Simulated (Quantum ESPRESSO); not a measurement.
# Ga3SiO5N: a curve over one atom's position

Computed values, not a measurement. The program is pw.x of Quantum ESPRESSO 7.5 (plane-wave density functional theory). The cell is made up: 10 atoms on a corundum lattice, with randomly drawn elements, strain and displacements, not relaxed. PseudoDojo standard norm-conserving files (v0.5 for PBE, v0.4.1 for LDA and PBEsol) set the functional; there is no spin polarisation, spin-orbit coupling or dispersion term, and the masses in the input are unused placeholders.

Seven runs move atom 1 (Ga, counted in the order of the input) along x and keep all else fixed.

Input of the run at -0.0057:

```
&control calculation='scf', pseudo_dir='./dojo.nc.sr.pbe.v0_5.standard.upf', outdir='./o', disk_io='low', tprnfor=.true., tstress=.true. /
&system ibrav=0, nat=10, ntyp=4, nbnd=45, ecutwfc=84.00895049, nosym=.true., tot_charge=0,
 occupations='smearing', smearing='fd', degauss=0.0018374661
/
&electrons conv_thr=7.350e-09, electron_maxstep=60, /
ATOMIC_SPECIES
Ga 1.0 Ga.upf
N 1.0 N.upf
O 1.0 O.upf
Si 1.0 Si.upf
CELL_PARAMETERS angstrom
2.5826 1.5263 4.6442
-2.4624 1.4427 4.6041
-0.0123 -2.8461 4.5846
ATOMIC_POSITIONS angstrom
Ga 0.0235 0.0251 4.9344
Ga -0.0049 -0.0258 2.0078
Ga -0.0535 -0.0594 9.0502
Si 0.0712 0.0996 11.874
O -0.8672 1.4363 8.0326
O -0.7782 -1.5757 7.9489
O 1.8661 0.1809 8.1262
O 1.082 -1.3168 5.8222
N 0.7701 1.6108 5.8514
O -1.7402 -0.1902 5.7693
K_POINTS automatic
5 5 5 1 1 1
```

```
shift of atom 1 along x (Å)  free energy less that of the input shown (eV)  Fx on atom 1 (eV/Å)  Fy on atom 1 (eV/Å)  Fz on atom 1 (eV/Å)  pressure (GPa)  next band up at Gamma (eV)  iterations
                    -0.1208                                         0.0920                1.737                0.530                1.116           -7.30                       1.144          12
                    -0.0829                                         0.0385                1.095                0.535                1.181           -7.52                       1.163          13
                    -0.0057                                         0.0000               -0.069                0.619                1.184           -7.63                       1.197          13
                    +0.0208                                         0.0067               -0.433                0.672                1.153           -7.57                       1.207          12
                    +0.0441                                         0.0204               -0.741                0.727                1.116           -7.49                       1.216          12
                    +0.0695                                         0.0433               -1.065                0.799                1.066           -7.35                       1.225          13
                    +0.1131                                         0.1015               -1.598                0.948                0.962           -7.04                       1.239          13
```

A cubic fit gives dFx/dx = -13.90 eV/Å² at zero shift. Across the table the free energy follows the integral of the force to within 0.1 meV. A rerun of one of the cells at 1437 eV and a 7 x 7 x 7 mesh moved values by no more than 0.003 eV in energy, 0.03 GPa in stress and 0.002 eV/Å in force. The band column is the level of band 40 at Gamma less that of band 39, whose number is half the electron count, rounded up; it comes from a band step after each run.